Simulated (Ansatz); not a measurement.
A relaxation computed with Ansatz, from input to last step.

```yaml
crystal:
  lattice:
    - [5.0700374254, 0.0, 0.0]
    - [0.0, 5.0700374254, 0.0]
    - [0.0, 0.0, 3.0984183581]
  atoms:
    - { symbol: Hf, position: [0.2943115278, 0.2943115278, 0.0] }
    - { symbol: Hf, position: [0.7056884722, 0.7056884722, 0.0] }
    - { symbol: Hf, position: [0.7943115278, 0.2056884722, 0.5] }
    - { symbol: Hf, position: [0.2056884722, 0.7943115278, 0.5] }
    - { symbol: "N", position: [0.0, 0.0, 0.0] }
    - { symbol: "N", position: [0.5, 0.5, 0.5] }
basis:
  ecutwfc: 420
kpoints:
  mp_grid: { grid: [8, 8, 12] }
hamiltonian:
  xc: pbesol
scf:
  occupations: { method: gaussian, width: 0.1 }
output:
  forces: true
  stress: true
  eigenvalues: true
relax:
  adjacent_minimum: "off"
  f_tol: 0.01
  max_steps: 30
  cell: { stress_tol: 0.1, fix: [volume] }
```

```bash
ansatz run input.yaml --threads 1 --pin off --max-ram 2560MiB --backend cpu --events-out ev --progress --plain --runs-dir out
```

These are results of Ansatz 0.2.0, DFT PBEsol, scalar-relativistic, plane waves, PAW, not measurements.

The volume is held at 0.88 times that of the relaxed cell.

Of 5 frames 4 are shown, positions in Å and forces in eV/Å; the SCF threshold varies from step to step. Steps run on the plane waves of an earlier cell, with a Pulay correction in the pressure. The basis is chosen afresh for the last frame, the zero of the energies, and at times for earlier ones too; energy and pressure step there, also at an unchanged geometry.

```xyz
6
Lattice="5.0700 0.0000 0.0000 0.0000 5.0700 0.0000 0.0000 0.0000 3.0984" Properties=species:S:1:pos:R:3:forces:R:3 pbc="T T T" step=1 free_energy_over_end_meV_per_atom=0.05 pressure_GPa=34.06
Hf    1.4922    1.4922    0.0000   -0.0424   -0.0424    0.0000
Hf    3.5779    3.5779    0.0000    0.0424    0.0424    0.0000
Hf    4.0272    1.0428    1.5492   -0.0424    0.0424    0.0000
Hf    1.0428    4.0272    1.5492    0.0424   -0.0424    0.0000
N     0.0000    0.0000    0.0000    0.0000    0.0000    0.0000
N     2.5350    2.5350    1.5492    0.0000    0.0000    0.0000
6
Lattice="5.0703 0.0000 0.0000 0.0000 5.0703 0.0000 0.0000 0.0000 3.0981" Properties=species:S:1:pos:R:3:forces:R:3 pbc="T T T" step=2 free_energy_over_end_meV_per_atom=0.01 pressure_GPa=34.02
Hf    1.4906    1.4906    0.0000    0.0009    0.0009    0.0000
Hf    3.5797    3.5797    0.0000   -0.0009   -0.0009    0.0000
Hf    4.0258    1.0446    1.5490    0.0009   -0.0009    0.0000
Hf    1.0446    4.0258    1.5490   -0.0009    0.0009    0.0000
N     0.0000    0.0000    0.0000    0.0000    0.0000    0.0000
N     2.5352    2.5352    1.5490    0.0000    0.0000    0.0000
6
Lattice="5.0683 0.0000 0.0000 0.0000 5.0683 0.0000 0.0000 0.0000 3.1006" Properties=species:S:1:pos:R:3:forces:R:3 pbc="T T T" step=3 free_energy_over_end_meV_per_atom=0.00 pressure_GPa=34.02
Hf    1.4901    1.4901    0.0000    0.0008    0.0008    0.0000
Hf    3.5781    3.5781    0.0000   -0.0008   -0.0008    0.0000
Hf    4.0243    1.0440    1.5503    0.0008   -0.0008    0.0000
Hf    1.0440    4.0243    1.5503   -0.0008    0.0008    0.0000
N     0.0000    0.0000    0.0000    0.0000    0.0000    0.0000
N     2.5341    2.5341    1.5503    0.0000    0.0000    0.0000
6
Lattice="5.0690 0.0000 0.0000 0.0000 5.0690 0.0000 0.0000 0.0000 3.0997" Properties=species:S:1:pos:R:3:forces:R:3 pbc="T T T" step=5 free_energy_over_end_meV_per_atom=0.00 pressure_GPa=34.02
Hf    1.4903    1.4903    0.0000    0.0000    0.0000    0.0000
Hf    3.5787    3.5787    0.0000    0.0000    0.0000    0.0000
Hf    4.0248    1.0442    1.5498    0.0000    0.0000    0.0000
Hf    1.0442    4.0248    1.5498    0.0000    0.0000    0.0000
N     0.0000    0.0000    0.0000    0.0000    0.0000    0.0000
N     2.5345    2.5345    1.5498    0.0000    0.0000    0.0000
```

Time: 110 s on 1 thread of Intel(R) Xeon(R) 6975P-C (Granite Rapids), with other jobs on the host, peak memory 0.7 GiB.

Spin–orbit coupling is left out, which can shift energies with elements as heavy as these.